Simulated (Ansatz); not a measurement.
SnPt3 (Cu3Au type, Pm-3m) at seven volumes, LDA in the plane-wave PAW code Ansatz, scaled uniformly. One row is withheld.

```csv
V (Å³/atom),P (GPa)
14.340,?
14.813,17.88
15.286,8.10
15.758,0.00
16.231,-6.70
16.704,-12.22
17.177,-16.75
```

**Question.** Fit the shown pressures and predict the withheld one.

**Answer.** P = (3/2)B₀(x^(7/2) − x^(5/2))[1 + (3/4)(B′ − 4)(x − 1)] with x = (V₀/V)^(2/3). Least squares on the six rows gives V₀ = 15.758 Å³/atom, B₀ = 245 GPa, B′ = 5.37. At V = 14.340, x = 1.0649 and P = 29.76 GPa. The run itself gave 29.68 GPa.

The workflow started from a Materials Project entry (that database holds measured and hypothetical structures alike); the Crystallography Open Database files this formula in space group No. 221, but the cells were not matched. Its standing as an ambient phase is unchecked. Symmetry was held in the LDA relaxation; of distortions, only those at the zone centre were tested. No spin polarisation was allowed. Scalar-relativistic: spin–orbit coupling is off unless named, which matters more the heavier the elements.

Potentials: the later of the program's two PAW sets.
